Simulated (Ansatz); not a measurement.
# Calculated 33S NMR of the central transition for Bi2S3

Cell: an entry of the Crystallography Open Database (COD) whose atoms were relaxed with PBE, the cell held.

Space group Pnma (No. 62); a = 11.3540, b = 3.9911, c = 11.1880 Å.

```csv
site,Wyckoff,site symmetry,x,y,z
Bi1,4c,.m.,0.4868,0.2500,0.3251
Bi5,4c,.m.,0.3388,0.7500,0.0322
S9,4c,.m.,0.2846,0.2500,0.1923
S13,4c,.m.,0.5497,0.7500,0.1293
S17,4c,.m.,0.3779,0.7500,0.4438
```

One atom of each set is listed.

Computed with Ansatz: DFT, r2SCAN, plane waves and PAW, scalar-relativistic, 500 eV cutoff, Γ-centred 3×7×3 k-points, Fermi–Dirac smearing 0.02 eV.

33S has I = 3/2 and Q = -69.40 mb (Pyykkö 2018); at 16.4 T its Larmor frequency is ν₀ = 53.7 MHz. Only the quadrupole interaction is simulated: positions count from each site's isotropic chemical shift, and shift anisotropy, dipolar and J coupling are left out.

Q: What does the 33S spectrum (static powder) show for each site?

A: 

| site | first shell | C_Q (MHz) | η | P_Q (MHz) | δ_QIS (ppm) | breadth (kHz) |
| --- | --- | --- | --- | --- | --- | --- |
| S9 | 3 Bi at 2.73–2.75 Å | 4.74 | 0.20 | 4.77 | -197 | 63.9 |
| S13 | 5 Bi at 2.63–3.05 Å | -7.73 | 0.85 | 8.61 | -643 | 257 |
| S17 | 5 Bi at 2.70–3.32 Å | 15.0 | 0.18 | 15.1 | -1978 | 633 |

δ_QIS = −(ν_Q²/30ν₀²)[I(I+1) − 3/4](1 + η²/3) × 10⁶ ppm with ν_Q = 3|C_Q|/[2I(2I−1)]; it falls as 1/B₀² in ppm, and the breadth as 1/B₀ in kHz.

At S9 V_zz stands upright on the plane through its three neighbours (within 2°).

Without spin–orbit coupling the gradients at and beside Bi can be off by some per cent, at some sites by more.

The run took 1.8 min of wall time (3.5 min of CPU time) and 2.4 GiB at its peak, on 2 threads of Arm Neoverse V1 (aarch64; 8 cores open to the job, memory cap 5.0 GiB, no GPU), a shared host with a load of 0.3 a core.
